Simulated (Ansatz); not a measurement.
**LuSi2Ru2: input and output**

input.yaml (Ansatz 0.2.0)

```yaml
crystal:
  lattice:
    - [-2.0518268, 2.0518268, 4.67196551]
    - [2.0518268, -2.0518268, 4.67196551]
    - [2.0518268, 2.0518268, -4.67196551]
  atoms:
    - { symbol: Lu, position: [0.0, 0.0, 0.0] }
    - { symbol: Si, position: [0.378, 0.378, 0.0] }
    - { symbol: Si, position: [0.622, 0.622, 0.0] }
    - { symbol: Ru, position: [0.75, 0.25, 0.5] }
    - { symbol: Ru, position: [0.25, 0.75, 0.5] }
  symmetry: { tolerance: 0.0003 }
kpoints:
  mp_grid: { grid: [9, 9, 9], shift: [0, 0, 0] }
  band_path:
    path:
      - [0.0, 0.0, 0.0]
      - [0.0, 0.0, 0.5]
      - [0.25, 0.25, 0.25]
      - [0.0, 0.5, 0.0]
      - [0.0, 0.0, 0.0]
      - [0.5, 0.5, -0.5]
      - [0.29821944, 0.70178056, -0.29821944]
      - [-0.29821944, 0.29821944, 0.29821944]
      - [0.0, 0.0, 0.0]
      - [0.0, 0.0, 0.5]
      - [-0.09643888, 0.09643888, 0.5]
    npoints: 6
magnetization:
  spin_polarized: false
scf:
  occupations: { method: cold, width: 0.0303 }
  lower_state_search: "off"
  max_iter: 200
hamiltonian:
  pseudopotentials: { kind: paw }
  xc: r2scan
basis:
  ecutwfc: 500
  fft_grid_basis: typed
output:
  forces: true
  stress: true
  eigenvalues: true
  bader: true
  populations: true
  elf: true
  write_potential: true
  volumetric_format: npy
  dos:
    e_range: [-12, 8]
    de: 0.05
    projected: { site_lists: { Lu: [Lu], Ru: [Ru], Si: [Si] } }
checkpoint:
  read: saved_state
```

The run starts from an earlier solution of this cell. 

Excerpt of what it printed:

```
Lu: projections on atomic orbitals take those of the free atom [Kr 4d10] 4f14 5s2 5p6 5d1 6s2, of charge +0.00 (hamiltonian.pseudopotentials.projection_atoms); the dataset's partial waves leave at most 5.1e-5 of an orbital's norm unspanned inside its sphere
Pseudopotentials: kind: paw
Pseudopotential: Lu, paw, valence charge 25, recommended cutoff 500 eV (meta_gga), Lu.paw.azcp
Pseudopotential: Si, paw, valence charge 4, recommended cutoff 500 eV (meta_gga), Si.paw.azcp
Pseudopotential: Ru, paw, valence charge 16, recommended cutoff 500 eV (meta_gga), Ru.paw.azcp
Functional definition: r2SCAN
  exchange = r2scan_x(k0 = k0, k1 = k1, a1 = a1)
  correlation = r2scan_c
Crystal: 5 atoms, lattice volume = 78.676 Å³
Basis set: ecut = 500 eV, 1993 PW (Γ), exchange–correlation on 180×180×180 points (64 copies of the dense FFT grid, shifted against one another)
Bands: 39, of which v1, the nominal top of the filled ones, is band 33 counted from 1 (32 counted from 0)
Symmetry: 16 space group operations
Space group: I4/mmm (ITA 139), of the structure as read, at distance tolerance 1.3e-3 Å
k-points: 75 of 729
Initial density: read from a saved state, or passed on in memory by an earlier SCF of this step, an earlier step, the calling program or the single point that the run made first
Functional: x = r2scan, c = r2scan; τ floored in thin density (d = 2e-4 eV/Å³)
SCF iter   1: F=—  Δρ=1.77e-3  dr2=3.44e-3  dr2_τ=4.46e-3
SCF iter   2: F=—  S|Δr|=    0.00e0  Δρ=9.28e-4  dr2=4.59e-4  dr2_τ=1.75e-4
SCF iter   3: F=—  S|Δr|=    0.00e0  Δρ=4.83e-4  dr2=1.79e-4  dr2_τ=2.28e-5
SCF iter   4: F=—  S|Δr|=    0.00e0  Δρ=2.24e-4  dr2=3.66e-5  dr2_τ=4.15e-6
SCF iter   5: F=—  S|Δr|=    0.00e0  Δρ=8.46e-5  dr2=5.80e-6  dr2_τ=2.90e-7
SCF iter   6: F=—  S|Δr|=    0.00e0  Δρ=3.27e-5  dr2=1.04e-6  dr2_τ=1.36e-7
SCF iter   7: F=—  S|Δr|=    0.00e0  Δρ=9.54e-6  dr2=7.69e-8  dr2_τ=5.22e-9
SCF iter   8: F=-27807.7614 eV  S|Δr|=    0.00e0  Δρ=3.26e-6  dr2=9.61e-9  dr2_τ=2.52e-9
Free energy (F): -27807.7614 eV
Harris-Foulkes:  -27807.7614 eV  (|F-HF|=2.98e-9)
Internal energy: -27807.7613 eV  (E = F + TS)
E sigma→0 (E₀):  -27807.7614 eV
Entropy (-TS):   -0.0001 eV (-0.028 meV/atom)
Fermi energy:    16.6326 eV
--- Per-component energies (eV) ---
  E_band       = -185.0073
  E_kinetic    = 1542.7815
  E_local      = -10243.4643  (includes V_loc(G=0)·N_el)
  E_nonlocal   = 1306.3471
  E_hartree    = 4093.0967
  E_xc         = -692.1317
  E_vxc        = -935.1629  (∫ρ·V_xc dr)
  E_paw        = -15381.3794  (= ΣΔE_a)
  E_vpaw       = -100.1864  (= ΣTr[D̂ρ^β])
  E_aug_tail   = 0.0002  (compensation charges beyond the density's cutoff)
  E_vtau       = 58.4814  (kinetic-family band-sum trace: ∫τ·v_τ [+ j·A + Jᵃ·Aᵃ] dr)
  E_ewald      = -8432.9141
  E_core_change = -0.0973  (= ΣΔE_core)
  E_smearing   = -0.0001  (= −TS)
--- Forces (eV/Å), atoms counted from 1 ---
  atom   1  Lu     0.0000     0.0000     0.0000
  atom   2  Si     0.0000     0.0000    -1.7326
  atom   3  Si     0.0000     0.0000     1.7326
  atom   4  Ru     0.0000     0.0000     0.0000
  atom   5  Ru     0.0000     0.0000     0.0000
--- Stress (GPa, compression-positive) ---
        1.1502       0.0000       0.0000
        0.0000       1.1502       0.0000
        0.0000       0.0000       4.7968
  P = ⅓ Tr σ = 2.3657 GPa (23.657 kbar)
--- Löwdin populations: 5 sites ---
  site symbol       q [e]
     0     Lu     24.5172
     1     Si      4.0410
     2     Si      4.0410
     3     Ru     16.0168
     4     Ru     16.0168
  spilling = 0.0057 (of n_electrons = 65.0000)
--- Bader charges: 5 sites ---
  site symbol  charge [e]  shift [e]
     0     Lu      1.7515     0.0000
     1     Si      0.2319     0.0139
     2     Si      0.2319     0.0139
     3     Ru     -1.1076     0.0139
     4     Ru     -1.1076     0.0139
```

Absolute energies hang on the potentials; compare differences alone.

Origin: a database entry at a rescaled volume. Caveats: atoms or cell far from equilibrium.
